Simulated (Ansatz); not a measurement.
Ta: phonons across the zone at 1.02 times its equilibrium volume

Theory: Ansatz 0.2.0, DFT PBEsol, scalar-relativistic, plane waves, PAW. Plane waves to 420 eV; Γ-centred k mesh 20×20×20; Fermi-Dirac smearing of 0.15 eV. No spin polarisation. Phonons by linear response, acoustic sum rule imposed.

The cell, relaxed in shape and atoms at 1.02 times its equilibrium volume:
```yaml
crystal:
  lattice:
    - [0.00000, 2.10311, 2.10311]
    - [2.10311, 0.00000, 2.10311]
    - [2.10311, 2.10311, 0.00000]
  atoms:
    - { symbol: Ta, position: [0.00000, 0.00000, 0.00000] }
```

In a metal, frequencies and elastic constants depend on the k mesh and the smearing, soft modes and shear constants most. Some empty bands missed the eigensolver's threshold. Spin–orbit coupling is left out, which matters for heavy elements. The q mesh is coarse, so values between its points are rough.

Force constants from linear response on a 2×2×2 q mesh.

Path: Γ–X–U | K–Γ–L–W–X. Distance along the path (Å⁻¹), then the branches (cm⁻¹, negative for imaginary):
```
0.000  0 0 0
0.187  22 22 29
0.373  43 43 57
0.560  62 62 83
0.747  79 79 105
0.934  92 92 123
1.120  101 101 136
1.307  107 107 144
1.494  109 109 147
1.560  108 109 146
1.626  107 111 146
1.692  106 114 145
1.758  103 117 144
1.824  100 122 143
1.890  97 126 142
1.956  92 131 140
2.022  88 136 138
2.022  88 136 138
2.220  71 129 147
2.418  50 118 152
2.616  25 104 148
2.814  -20 87 134
3.012  -26 68 110
3.210  -22 46 78
3.408  -12 24 41
3.606  0 0 0
3.768  7 7 36
3.930  14 14 70
4.091  21 21 102
4.253  27 27 129
4.415  31 31 152
4.577  35 35 169
4.738  37 37 179
4.900  38 38 183
5.032  40 45 182
5.164  47 61 178
5.296  57 79 173
5.428  68 96 165
5.560  80 110 156
5.692  92 121 146
5.824  104 128 136
5.956  110 130 130
6.050  110 126 134
6.143  110 123 137
6.236  109 119 140
6.330  109 116 142
6.423  109 113 144
6.516  109 110 146
6.610  109 109 146
6.703  109 109 147
```

This fcc form isn't the element's structure at ambient conditions.

Cost: 1 run of about 1.5 core-minutes, on Arm Neoverse V1 (shared hosts).